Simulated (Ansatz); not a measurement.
SiGe:
```yaml
crystal:
  lattice:
    - [3.92278, 0.00000, 0.00000]
    - [0.00000, 3.92762, 0.00000]
    - [0.00000, 0.00000, 5.54235]
  atoms:
    - { symbol: Si, position: [0.75000, 0.00000, 0.87996] }
    - { symbol: Si, position: [0.25000, 0.00000, 0.12004] }
    - { symbol: Ge, position: [0.25000, 0.50000, 0.36945] }
    - { symbol: Ge, position: [0.75000, 0.50000, 0.63055] }
```

Relaxed with r²SCAN.

### Question
Give the Bader charges and basin volumes of the independent atoms, plane-wave PAW r²SCAN (Ansatz code).

### Answer


```csv
atom,Bader charge (e),Bader volume (Å³)
Si1,+0.19,19.9
Ge3,-0.19,22.8
```

Space group Pmma. The start of the workflow was typed in or built on a structure type; neither database checked (COD, Materials Project) lists it. Whether it is the stable phase at ambient conditions was not checked. The r²SCAN relaxation kept the symmetry of its start; its stability against distortions is not shown here.

Potentials: the earlier of the program's two PAW sets.
